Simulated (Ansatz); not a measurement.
Geometry optimisation in Ansatz: input, command and trajectory.

```yaml
crystal:
  lattice:
    - [-1.7909374745, 1.7909374745, 4.3933934921]
    - [1.7909374745, -1.7909374745, 4.3933934921]
    - [1.7909374745, 1.7909374745, -4.3933934921]
  atoms:
    - { symbol: "Y", position: [0.0, 0.0, 0.0] }
    - { symbol: Nb, position: [0.665, 0.665, 0.0] }
    - { symbol: Nb, position: [0.335, 0.335, 0.0] }
basis:
  ecutwfc: 420
kpoints:
  mp_grid: { grid: [6, 6, 6] }
hamiltonian:
  xc: pbe
scf:
  occupations: { method: gaussian, width: 0.1 }
  lower_state_search: "off"
output:
  forces: true
  stress: true
  eigenvalues: true
relax:
  adjacent_minimum: "off"
  f_tol: 0.04
  max_steps: 70
  cell: { stress_tol: 0.4 }
```

```bash
ansatz run input.yaml --threads 1 --pin off --max-ram 2560MiB --backend cpu --events-out ev --progress --plain --runs-dir out
```

The calculation used Ansatz, DFT PBE, scalar-relativistic, plane waves, PAW.

Of 12 frames 9 are shown, positions in Å and forces in eV/Å; the SCF threshold varies from step to step. Steps run on the plane waves of an earlier cell, with a Pulay correction in the pressure. The basis is chosen afresh for the last frame, the zero of the energies, and at times for earlier ones too; energy and pressure step there, also at an unchanged geometry. Here that happened at step 10 (-6 meV/atom, 0.5 GPa); the frames before carry an error of that size. The mark taken_back stands on steps that the optimiser undid.

```xyz
3
Lattice="-1.7909 1.7909 4.3934 1.7909 -1.7909 4.3934 1.7909 1.7909 -4.3934" Properties=species:S:1:pos:R:3:forces:R:3 pbc="T T T" step=1 free_energy_over_end_meV_per_atom=434.42 pressure_GPa=16.53
Y     0.0000    0.0000    0.0000    0.0000    0.0000    0.0000
Nb    0.0000    0.0000    5.8432    0.0000    0.0000    1.6884
Nb    0.0000    0.0000    2.9436    0.0000    0.0000   -1.6884
3
Lattice="-1.8671 1.8671 4.6076 1.8671 -1.8671 4.6076 1.8671 1.8671 -4.6076" Properties=species:S:1:pos:R:3:forces:R:3 pbc="T T T" step=2 free_energy_over_end_meV_per_atom=214.59 pressure_GPa=1.72
Y     0.0000    0.0000    0.0000    0.0000    0.0000    0.0000
Nb    0.0000    0.0000    6.2884    0.0000    0.0000    0.0812
Nb    0.0000    0.0000    2.9268    0.0000    0.0000   -0.0812
3
Lattice="-1.8236 1.8236 4.8264 1.8236 -1.8236 4.8264 1.8236 1.8236 -4.8264" Properties=species:S:1:pos:R:3:forces:R:3 pbc="T T T" step=3 free_energy_over_end_meV_per_atom=135.01 pressure_GPa=4.89
Y     0.0000    0.0000    0.0000    0.0000    0.0000    0.0000
Nb    0.0000    0.0000    6.6764    0.0000    0.0000   -0.1161
Nb    0.0000    0.0000    2.9764    0.0000    0.0000    0.1161
3
Lattice="-1.7925 1.7925 5.2543 1.7925 -1.7925 5.2543 1.7925 1.7925 -5.2543" Properties=species:S:1:pos:R:3:forces:R:3 pbc="T T T" step=5 free_energy_over_end_meV_per_atom=20.97 pressure_GPa=0.33
Y     0.0000    0.0000    0.0000    0.0000    0.0000    0.0000
Nb    0.0000    0.0000    7.3312    0.0000    0.0000   -0.1984
Nb    0.0000    0.0000    3.1773    0.0000    0.0000    0.1984
3
Lattice="-1.7694 1.7694 5.3253 1.7694 -1.7694 5.3253 1.7694 1.7694 -5.3253" Properties=species:S:1:pos:R:3:forces:R:3 pbc="T T T" step=6 free_energy_over_end_meV_per_atom=11.14 pressure_GPa=1.01
Y     0.0000    0.0000    0.0000    0.0000    0.0000    0.0000
Nb    0.0000    0.0000    7.4193    0.0000    0.0000   -0.1534
Nb    0.0000    0.0000    3.2312    0.0000    0.0000    0.1534
3
Lattice="-1.7773 1.7773 5.4681 1.7773 -1.7773 5.4681 1.7773 1.7773 -5.4681" Properties=species:S:1:pos:R:3:forces:R:3 pbc="T T T" step=7 free_energy_over_end_meV_per_atom=101.29 pressure_GPa=-6.19 taken_back
Y     0.0000    0.0000    0.0000    0.0000    0.0000    0.0000
Nb    0.0000    0.0000    7.4844    0.0000    0.0000    1.8133
Nb    0.0000    0.0000    3.4518    0.0000    0.0000   -1.8133
3
Lattice="-1.7595 1.7595 5.3967 1.7595 -1.7595 5.3967 1.7595 1.7595 -5.3967" Properties=species:S:1:pos:R:3:forces:R:3 pbc="T T T" step=8 free_energy_over_end_meV_per_atom=7.41 pressure_GPa=0.21
Y     0.0000    0.0000    0.0000    0.0000    0.0000    0.0000
Nb    0.0000    0.0000    7.5103    0.0000    0.0000   -0.0217
Nb    0.0000    0.0000    3.2831    0.0000    0.0000    0.0217
3
Lattice="-1.7551 1.7551 5.4246 1.7551 -1.7551 5.4246 1.7551 1.7551 -5.4246" Properties=species:S:1:pos:R:3:forces:R:3 pbc="T T T" step=10 free_energy_over_end_meV_per_atom=0.71 pressure_GPa=0.51
Y     0.0000    0.0000    0.0000    0.0000    0.0000    0.0000
Nb    0.0000    0.0000    7.5478    0.0000    0.0000    0.0006
Nb    0.0000    0.0000    3.3015    0.0000    0.0000   -0.0006
3
Lattice="-1.7521 1.7521 5.4664 1.7521 -1.7521 5.4664 1.7521 1.7521 -5.4664" Properties=species:S:1:pos:R:3:forces:R:3 pbc="T T T" step=12 free_energy_over_end_meV_per_atom=0.00 pressure_GPa=0.10
Y     0.0000    0.0000    0.0000    0.0000    0.0000    0.0000
Nb    0.0000    0.0000    7.6079    0.0000    0.0000   -0.0055
Nb    0.0000    0.0000    3.3249    0.0000    0.0000    0.0055
```

The start puts this composition into another compound's structure type, which needn't suit it. At the end the space group is I4/mmm (tolerance 0.05 Å).

It took 28 s on 1 thread of Arm Neoverse V2 (shared host), peak memory 0.35 GiB.

The k mesh is coarse.